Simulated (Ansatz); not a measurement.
FeNi:
```cif
data_Fe3Ni3
_chemical_formula_sum 'Fe3 Ni3'
_space_group_name_H-M_alt 'R-3m :H'
_space_group_IT_number 166
_space_group_name_Hall '-R 3 2"'
_cell_length_a 2.51142
_cell_length_b 2.51142
_cell_length_c 12.30008
_cell_angle_alpha 90.000
_cell_angle_beta 90.000
_cell_angle_gamma 120.000
loop_
_atom_site_label
_atom_site_type_symbol
_atom_site_symmetry_multiplicity
_atom_site_Wyckoff_symbol
_atom_site_fract_x
_atom_site_fract_y
_atom_site_fract_z
_atom_site_occupancy
Fe1 Fe 3 a 0.00000 0.00000 0.00000 1
Ni1 Ni 3 b 0.00000 0.00000 0.50000 1
```
(The calculation used a cell of 2 atoms; values per cell refer to that cell.)
The run is spin-polarised.

Relaxed at zero pressure with plane-wave PAW r²SCAN (Ansatz code).

Question: The volume is raised by 9 % and shape and atoms relax at that volume. What pressure results, and how do the axes share the change?

Answer: -12.9 GPa; a 3.3 %, b 3.3 %, c 2.2 %; the energy rises by 44 meV/atom.

Question: Give the new structure.

Answer: 
Space group R-3m, hexagonal axes (No. 166); a = 2.5931 Å, b = 2.5931 Å, c = 12.5762 Å, α = 90.00°, β = 90.00°, γ = 120.00°

```json
[
 {"atom": "Fe", "site": "3a", "symmetry": "-3m", "x": "0.0000", "y": "0.0000", "z": "0.0000"},
 {"atom": "Ni", "site": "3b", "symmetry": "-3m", "x": "0.0000", "y": "0.0000", "z": "0.5000"}
]
```

The phase is kept; no other phase was compared at this pressure.

The first step of the workflow began from a Materials Project structure, measured or hypothetical; the Crystallography Open Database copy checked does not list it. COD files the formula under space group No. 123. With Fe and Ni taken as one species the cell has the higher symmetry Fm-3m, so it may be an ordered model of a mixed-site phase. Whether it is the stable phase at ambient conditions was not checked. The cell was relaxed with r²SCAN under the symmetry of its start; its stability against distortions is not shown here. The final state is ferromagnetic, chosen from 5 collinear starts compared on coarse meshes (ties went to the first, and starts can fall back to one state), not a proven ground state. Other orbital occupations within this spin state were not tried. Axis ratios of metals converge slowly with the k-mesh, so a and c are less sure than the volume.

Potentials: the later of the program's two PAW sets.
